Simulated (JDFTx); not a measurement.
## AlRu(111) as an electrode

System: AlRu(111) (Pm-3m bulk; lattice of mp-542569, not re-optimised at this level), 1x1 cell of 11 atoms in 11 planes (Al outermost, slab composition Al6Ru5), area 15.41 Å² a face, 8.5 Å between the outermost planes in a cell 24.6 Å high; k mesh 6×6×1, Fermi width 0.01 Ha, no spin polarisation. Whether this polymorph is the ambient one wasn't checked.

Method: PBE, GBRV ultrasoft potentials, plane waves to 20/100 Ha, in a modified build of JDFTx. Outer atoms relaxed in vacuum, keeping the start's symmetry. The same nuclei were then put into each liquid, at zero charge and at set potentials or charges. The model has bare, unreconstructed faces and no explicit solvent. Potentials are on the SHE scale by the convention U = −μ/e − 4.44 V; references calibrated for a solvation model differ from this value.

In vacuum the work function is 4.57 eV, which would put the uncharged electrode at 0.13 V vs SHE if the liquid did nothing. Each liquid moves the Fermi level of the neutral slab, now counted from the bulk liquid: CANDLE, water, 1 M KF by 0.37 eV, to a potential of zero charge of -0.23 V; soft-sphere model, water, 1 M KF by 0.45 eV, to a potential of zero charge of -0.32 V. The models of water differ by 0.08 V among themselves.

Charging:

| liquid | U − U_pzc (V) | σ (μC/cm²) | σ/(U − U_pzc) (μF/cm²) | Δγ (mJ/m²) |
|---|---|---|---|---|
| CANDLE, water | 0.13 | 2.2 | 16 | -1 |
| CANDLE, water | 0.24 | 4.0 | 16 | -5 |
| CANDLE, water | 0.28 | 4.7 | 17 | -7 |
| soft-sphere model, water | 0.32 | 8.6 | 27 | -14 |
| soft-sphere model, water | 0.62 | 16.2 | 26 | -51 |

The mean capacitance runs from 16 to 27 μF/cm². Δγ, the grand free energy per area against the neutral surface, is negative throughout, since charging at a held potential lowers it. The cavity function reaches one half at 3.0 Å (CANDLE, water), 2.0 Å (soft-sphere model, water) above the top atoms; the models define their cavities differently. CANDLE's negatively charged runs are left out, as they depend on the cell height. No specific adsorption of ions or solvent is in these numbers.
